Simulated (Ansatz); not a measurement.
Sr:
```cif
data_Sr2
_chemical_formula_sum 'Sr2'
_space_group_name_H-M_alt 'P 1'
_space_group_IT_number 1
_cell_length_a 4.09847
_cell_length_b 4.09847
_cell_length_c 6.71229
_cell_angle_alpha 90.000
_cell_angle_beta 90.000
_cell_angle_gamma 120.000
loop_
_space_group_symop_operation_xyz
  'x, y, z'
loop_
_atom_site_label
_atom_site_type_symbol
_atom_site_fract_x
_atom_site_fract_y
_atom_site_fract_z
_atom_site_occupancy
Sr1 Sr 0.33333 0.66667 0.25000 1
Sr2 Sr 0.66667 0.33333 0.75000 1
```

This is the LDA-relaxed structure.

Question: All from LDA in the plane-wave PAW code Ansatz, unless another level is named. Estimate the highest zone-centre frequency.

Answer: 102 cm^-1.

Question: What about the Young's modulus?

Answer: 17.6 GPa.

Space group P6_3/mmc (hcp (Mg type)). The first step of the workflow began from a Materials Project structure, measured or hypothetical; the Crystallography Open Database files this formula in space group No. 194, but the cells were not matched. It is not the phase usual at ambient conditions (space group No. 225). The LDA relaxation kept the symmetry of its start; of distortions, only those at the zone centre were tested. As this level gives no gap, phonon frequencies hold no LO–TO term and depend on the k-mesh and smearing (Fermi–Dirac, 0.1 eV here).

Potentials: the later of the program's two PAW sets.
